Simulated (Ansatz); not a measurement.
Space group P6/mmm (No. 191). a = 3.128 Å, b = 3.128 Å, c = 3.446 Å, α = 90.00°, β = 90.00°, γ = 120.00°
```csv
atom,site,symmetry,x,y,z
Hf,1a,6/mmm,0.0000,0.0000,0.0000
B,2d,-6m2,0.3333,0.6667,0.5000
```

Equation of state of this HfB₂ structure (not necessarily the ground state), with shape and atoms relaxed at each volume where symmetry leaves them free. It has no gap at any of these volumes. The calculation used DFT PBEsol, scalar-relativistic, plane waves, PAW in Ansatz 0.2.0.

Settings: cutoff 420 eV, Γ-centred mesh 18×18×12 on the computed 3-atom cell, Gaussian smearing of 0.10 eV; no spin polarisation.

```
V (Å³/atom) E − E(largest V) (meV/atom) P (GPa)
      8.565                        71.98    42.65
      8.857                         6.57    29.48
      9.149                       -36.56    18.14
      9.441                       -60.50     8.38
      9.732                       -67.91    -0.04
     10.024                       -61.05    -7.31
     10.316                       -41.87   -13.58
     10.706                         0.00   -20.63
```

Q: Fit a third-order Birch–Murnaghan equation to E(V).

A: V0 = 9.73 Å³/atom, B0 = 261 GPa, B0' = 3.9.

Spin-orbit coupling is left out, which matters for the bands of heavy elements.